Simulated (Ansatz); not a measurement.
VN (rock salt)

```xyz
2
Lattice="0.0000 2.0585 2.0585 2.0585 0.0000 2.0585 2.0585 2.0585 0.0000" Properties=species:S:1:pos:R:3 pbc="T T T"
N      0.0000     0.0000     0.0000
V      2.0585     2.0585     2.0585
```

The slice is a {110} plane (indices of the conventional cell) through the point (0.000, 0.000, 0.000) (fractional), spanned by u = [100] and v = [1 -1 -1] in vectors of this cell: u (2.91 Å) and v (4.12 Å, at 90° to u). It covers one period; positions are fractions (u, v).

Level of theory: PBE (plane waves to 420 eV, PAW, scalar-relativistic; Ansatz, a first-principles code). k mesh 19×19×19. These are valence fields of a PAW run, semicore shells included where kept as valence: close to a nucleus they are smooth pseudo fields. The PAW data are Ansatz's earlier set. VN is run without spin polarisation. VN was relaxed with its symmetry unable to fall.

Task: What is the ELF at the midpoint of the shortest N–V line in this plane (2.06 Å)?

Result: 0.20.

Task: What is the valence density on the shortest N–V line in this plane (2.06 Å), at its midpoint?

Result: 0.57 e/Å³.

Task: Predict the map of the electrostatic potential energy of an electron, from the cell's mean on the slice.

Result: 
```
|xxxxx78787xxxx|
|xxxx7888887xxx|
|xxxx8999998xxx|
|xx57899999875x|
|00257999997520|
|xx00479997400x|
|xxxx0589850xxx|
|xxxx0378730xxx|
|xxxxx16761xxxx|
|xxxxx05750xxxx|
|xxxxx16761xxxx|
|xxxx0378730xxx|
|xxxx0589850xxx|
|xx00479997400x|
|00257999997520|
|xx57899999875x|
|xxxx8999998xxx|
|xxxx7888887xxx|
|xxxxx78787xxxx|
|xxxxx77777xxxx|
```
Scale: ten equal steps from 4.00 (start of '0') to 12.01 (end of '9'), in the order '0123456789'. Values: electrostatic potential energy of an electron, from the cell's mean, in eV. The map has 14 points along u (one character each, u = 0 at the left) and 20 along v (v = 0 in the bottom row). Points within 0.9 Å of a nucleus are blanked (x), as the pseudised field means little there. Values under 4 eV are set to 4. The zero, the cell's mean, hangs on the PAW cores.
